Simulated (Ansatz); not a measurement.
SnS₂ (CdI2 type)

```
SnS2
1.0
    3.62607     0.00000     0.00000
   -1.81304     3.14027     0.00000
    0.00000     0.00000     5.57286
Sn S
1 2
Direct
  0.00000   0.00000   0.00000
  0.33333   0.66667   0.26445
  0.66667   0.33333   0.73555
```

The volume is varied about the relaxed value V₀ at fixed cell shape. The atoms relax within the cell's symmetry.

The numbers are results of PBEsol-D3(BJ) (plane waves to 420 eV, PAW, scalar-relativistic; Ansatz, an electronic-structure program), not measurements. k mesh 11×11×6 (Γ-centred), Fermi-Dirac smearing 0.05 eV. The energy includes the smearing's −TS. Compression counts positive. With the shape held, the modulus is that of even scaling; a crystal free to change shape is softer. SnS2 was relaxed with its symmetry unable to fall. ΔE is measured from the relaxed starting cell.

| V (Å³/atom) | ΔE (meV/atom) |
|---|---|
| 19.037 | 43.6 |
| 19.390 | withheld |
| 19.742 | 18.0 |
| 20.095 | 9.8 |
| 20.447 | 4.2 |
| 20.800 | 1.0 |
| 21.152 | 0.0 |
| 21.505 | 0.9 |
| 21.857 | 3.7 |
| 22.210 | 8.0 |
| 22.563 | 13.8 |
| 22.915 | 20.9 |
| 23.268 | 29.1 |

Q: Fit a third-order Birch-Murnaghan form (E₀, V₀, B₀, B₀′ free) to the given rows and predict ΔE at V = 19.390.

A: Least squares on the 12 given rows: ΔE = E₀ + (9V₀B₀/16)·y²·[2 + (B₀′ − 4)y], y = (V₀/V)^(2/3) − 1, with V₀ = 21.152 Å³/atom, B₀ = 53.43 GPa (160.2 GPa = 1 eV/Å³; the term in eV is multiplied by 1000), B₀′ = 5.05, E₀ = 0.00 meV/atom; root-mean-square residual 0.03 meV/atom. At 19.390 the fit gives 29.2 meV/atom; the calculation gives 29.2 meV/atom, the same to the digits shown. For the pressure the fit gives 5.79 GPa against the computed 5.80 GPa.

(A scan under strain: stresses follow from slopes of the energy per volume, elastic moduli from its curvatures.)
